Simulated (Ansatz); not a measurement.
An Ansatz (an electronic-structure program) input:

Ansatz 0.2 input:
```yaml
crystal:
  lattice:
    - [0.0, 4.600479813, 4.600479813]
    - [4.600479813, 0.0, 4.600479813]
    - [4.600479813, 4.600479813, 0.0]
  atoms:
    - { symbol: In, position: [0.625, 0.625, 0.625] }
    - { symbol: In, position: [0.125, 0.625, 0.625] }
    - { symbol: In, position: [0.625, 0.125, 0.625] }
    - { symbol: In, position: [0.625, 0.625, 0.125] }
    - { symbol: Cd, position: [0.25, 0.25, 0.25] }
    - { symbol: Cd, position: [0.0, 0.0, 0.0] }
    - { symbol: O, position: [0.8618754138, 0.8618754138, 0.8618754138] }
    - { symbol: O, position: [0.4143737585, 0.8618754138, 0.8618754138] }
    - { symbol: O, position: [0.8618754138, 0.4143737585, 0.8618754138] }
    - { symbol: O, position: [0.8618754138, 0.8618754138, 0.4143737585] }
    - { symbol: O, position: [0.3881245862, 0.3881245862, 0.3881245862] }
    - { symbol: O, position: [0.8356262415, 0.3881245862, 0.3881245862] }
    - { symbol: O, position: [0.3881245862, 0.8356262415, 0.3881245862] }
    - { symbol: O, position: [0.3881245862, 0.3881245862, 0.8356262415] }
kpoints:
  mp_grid: { grid: [3, 3, 3] }
hamiltonian:
  xc: hse06
  pseudopotentials: { kind: paw }
scf:
  n_extra_bands: 14
  occupations: { method: fixed }
output:
  eigenvalues: true
  eigenstates:
    e_range: [-9.0, 10.4]
    kpoints:
      - [0.0, 0.0, 0.5]  # VBM
      - [0.0, 0.0, 0.0]  # CBM
      - [0.0, 0.0, 0.0]  # GAMMA
      - [0.5, 0.0, 0.5]  # X
      - [0.5, 0.5, 0.5]  # L
      - [0.5, 0.25, 0.75]  # W
      - [0.375, 0.375, 0.75]  # K
      - [0.625, 0.25, 0.625]  # U
```

**Question.** How many symmetry operations and irreducible k-points will the run report?

**Answer.** 48 operations, 4 of 27 k-points.

**Question.** With a cutoff of 420 eV, how many plane waves at Γ?

**Answer.** 3839.

It took very roughly 6 core-minutes on shared server cores.

The points marked VBM and CBM come from a semilocal run.

Space group Fd-3m (spinel). The r²SCAN relaxation kept the symmetry of its start.

Potentials: the later of the program's two PAW sets.

Ansatz is a plane-wave DFT program.
